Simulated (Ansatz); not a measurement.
**What settings do to one calculation: diamond alloy of Ge and Sn (1 of 16 Ge sites exchanged), 16 atoms with displaced atoms**

Ansatz (PAW, plane waves), atoms fixed. The base input:

```yaml
crystal:
  lattice:
    - [0.000000, 5.736066, 5.736066]
    - [5.736066, 0.000000, 5.736066]
    - [5.736066, 5.736066, 0.000000]
  atoms:
    - { symbol: Ge, position: [0.997284, 0.002318, 0.999143] }
    - { symbol: Ge, position: [0.496924, 0.499834, 0.497834] }
    - { symbol: Ge, position: [0.622327, 0.630612, 0.622366] }
    - { symbol: Ge, position: [0.000350, 0.998573, 0.504854] }
    - { symbol: Ge, position: [0.499221, 0.500988, 0.002486] }
    - { symbol: Ge, position: [0.124334, 0.120490, 0.627503] }
    - { symbol: Ge, position: [0.623937, 0.626353, 0.122044] }
    - { symbol: Ge, position: [0.994990, 0.505093, 0.998573] }
    - { symbol: Ge, position: [0.500920, 0.999733, 0.495443] }
    - { symbol: Ge, position: [0.128877, 0.621218, 0.123776] }
    - { symbol: Ge, position: [0.630023, 0.129082, 0.623071] }
    - { symbol: Ge, position: [0.501005, 0.001364, 0.995208] }
    - { symbol: Ge, position: [0.002246, 0.497511, 0.501552] }
    - { symbol: Ge, position: [0.625649, 0.123962, 0.124969] }
    - { symbol: Ge, position: [0.123870, 0.623475, 0.628133] }
    - { symbol: Sn, position: [0.128967, 0.125350, 0.119619] }
  symmetry: { detect: false }
kpoints:
  mp_grid: { grid: [1, 1, 1], shift: [0.25, 0.25, 0.25] }
hamiltonian:
  xc: pbesol
scf:
  occupations: { method: fermi_dirac, width: 0.01 }
output:
  forces: true
  eigenvalues: true
  stress: true
  populations: true
```

Command:

```sh
ansatz run in.yaml --threads 2 --pin off --max-ram 30400MiB --runs-dir r --events-out ev --progress --plain --backend cuda --devices 0, --max-vram 18GiB
```

It converged in 9 iterations and 16 s of wall time on one NVIDIA H100 with 2 processor threads, on a host shared with other runs; peak host memory 1.2 GiB; largest force component 1.02 eV/Å, pressure 3.81 GPa. The cutoff was the default, 420 eV. The base isn't a converged reference: it has few k points, and its atoms are unrelaxed. Each run below changes the keys shown and caps the iterations.

| run | changed | ending | iterations | free energy less the base (meV per atom) | rms change of forces (eV/Å) | change of pressure (GPa) | wall time (s, shared host) |
| --- | --- | --- | --- | --- | --- | --- | --- |
| 1 | width 2.0 eV, occupations gaussian, max_iter 100, total_charge 2 | converged | 8 | other zero | 0.259 | 5.29 | 15 GPU |
| 2 | accuracy low, ecutwfc 300 eV, max_iter 80 | converged | 8 | 123.8 | 0.009 | -0.05 | 13 GPU |
| 3 | mixing beta 0.4, initial_magnetization 8, max_iter 50, k points the single k point (½, ½, ½) | converged | 13 | -475.3 | 0.536 | -3.59 | 16 GPU |
| 4 | mixing algorithm anderson, max_iter 50 | converged | 9 | 0.0 | 0.000 | 0.00 | 14 GPU |
| 5 | mixing algorithm linear, max_iter 50 | refused | – | – | – | – | – |
| 6 | ecutwfc 240 eV, ecutrho_ratio 3, max_iter 100, total_charge 6 | converged | 21 | other zero | 1.164 | 8.06 | 12 GPU |

«Other zero»: another functional, charge or dispersion term moves the zero of energy, so the difference says nothing of accuracy.

Which changes leave the result alone, and which of the same physical model moves the forces most?

The forces move by under 0.002 eV/Å in run 4. Run 3 (mixing beta 0.4, initial_magnetization 8, max_iter 50, k points the single k point (½, ½, ½)) moves them most among the runs with the same functional, charge and dispersion term, by 0.536 eV/Å.

Why did some runs give no result?

- run 5: YAML parse error: error: line 31 column 24: unknown variant `linear`, expected one of auto, anderson, broyden, msr1
